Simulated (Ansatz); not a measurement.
BAs:
```
CELL_PARAMETERS angstrom
      3.35436     0.00000     0.00000
     -1.67718     2.90496     0.00000
      0.00000     0.00000     5.55373
ATOMIC_POSITIONS crystal
  B  0.33333 0.66667 0.37457
  B  0.66667 0.33333 0.87457
  As 0.33333 0.66667 0.00043
  As 0.66667 0.33333 0.50043
```

Tensor components refer to the Cartesian frame of this cell.

Give the proper piezoelectric stress tensor with relaxed ions from PBEsol in the plane-wave PAW code Ansatz.

In C/m², rows x, y, z, Voigt columns; mesh uncertainty up to 0.01.
```
 0.00   0.00   0.00   0.00  -0.12   0.00
 0.00   0.00   0.00  -0.12   0.00   0.00
-0.16  -0.16   0.33   0.00   0.00   0.00
```

The elastic tensor of the same run (GPa):

```tsv
	1	2	3	4	5	6
1	333	57.9	26.9	0.0	0.0	0.0
2	57.9	333	26.9	0.0	0.0	0.0
3	26.9	26.9	377	0.0	0.0	0.0
4	0.0	0.0	0.0	108	0.0	0.0
5	0.0	0.0	0.0	0.0	108	0.0
6	0.0	0.0	0.0	0.0	0.0	138
```

Convert to strain constants d = e·S.

In pC/N:
```
 0.0   0.0   0.0   0.0  -1.1   0.0
 0.0   0.0   0.0  -1.1   0.0   0.0
-0.5  -0.5   0.9   0.0   0.0   0.0
```

Space group P6_3mc (wurtzite). The first step of the workflow began from a Materials Project structure, measured or hypothetical; the Crystallography Open Database copy checked does not list it. It is not the phase usual at ambient conditions (space group No. 216). The PBEsol relaxation kept the symmetry of its start; its stability against distortions is not shown here.

Potentials: the later of the program's two PAW sets.
